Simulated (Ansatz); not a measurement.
PbSe (rock salt), relaxed with HSE06 (Ansatz, a program for electronic structure, plane waves, PAW): a = 6.170 Å, b = 6.170 Å, c = 6.170 Å, α = 90.00°, β = 90.00°, γ = 90.00°.

```
Quantity              Value
--------------------  -----
gap (eV)               0.78
B₀ by P(V) fit (GPa)   50.8
```

Task: The same phase is relaxed and computed with PBE in the same code. What are the cell and these values now?

Result: a = b = c = 6.217 Å, α = β = γ = 90.00°.

gap (eV): 0.43
B₀ by P(V) fit (GPa): 46.7

All cells were relaxed under the symmetry of their starts (and spin orders); stability against distortions was not tested throughout. Spin–orbit coupling is left out wherever it is not named.

Potentials: the later of the program's two PAW sets.

Ansatz is a plane-wave DFT program.
